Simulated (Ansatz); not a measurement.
**BaSi3 in the AuCu3-type structure**

Level of theory: DFT, PBEsol, scalar-relativistic, no spin polarisation; plane waves to 420 eV with PAW datasets (Ansatz 0.2.0), 8×8×8 k-mesh, Gaussian smearing of 0.05 eV; PAW files: Ansatz's generated set soft_2.

```yaml
crystal:
  lattice:
    - [4.41430, 0.00000, 0.00000]
    - [0.00000, 4.41430, 0.00000]
    - [0.00000, 0.00000, 4.41430]
  atoms:
    - { symbol: Ba, position: [0.00000, 0.00000, 0.00000] }
    - { symbol: Si, position: [0.00000, 0.50000, 0.50000] }
    - { symbol: Si, position: [0.50000, 0.50000, 0.00000] }
    - { symbol: Si, position: [0.50000, 0.00000, 0.50000] }
```

This is a trial structure made by placing the elements on a prototype's sites, so it needn't be the stable form.

The cell has space group Pm-3m (read at 0.01 Å). In it the stress is 0.00, 0.00, 0.00, 0.00, 0.00, 0.00 GPa and the largest force component 0.000 eV/Å. Each change below starts from this cell, without further relaxation. Stress is in GPa, positive in compression, in the order xx, yy, zz, yz, xz, xy; energies are counted from the cell above and are free energies with the smearing's entropy, which match forces and stress in a metal.

**Question.** One atom was moved along a Cartesian axis, and these forces appeared. Which atom, and about how far?
```tsv
atom	Fx (eV/Å)	Fy	Fz
Ba1	0.000	0.000	-0.455
Si2	0.000	0.000	0.245
Si3	0.000	0.000	-0.034
Si4	0.000	0.000	0.245
```

**Answer.** Atom 1 (Ba) is moved by 0.05 Å along z; the energy changes by 11.4 meV per cell.

**Question.** What stress follows from an engineering strain of 2 % in yy, atoms carried along?

**Answer.** -0.52, -2.29, -0.52, 0.00, 0.00, 0.00 GPa; the energy changes by 12.5 meV per cell.
The change of the stress over the strain gives a clamped-atom stiffness of about 115 GPa for this component, a secant value that lies under the elastic constant in tension and over it in compression, by several per cent for each per cent of strain.
In a harmonic crystal the energy would rise by V(½Cε² − σ₀ε), with σ₀ the stress of the unstrained cell, = 12.3 meV, which matches.

These numbers lack spin–orbit coupling.
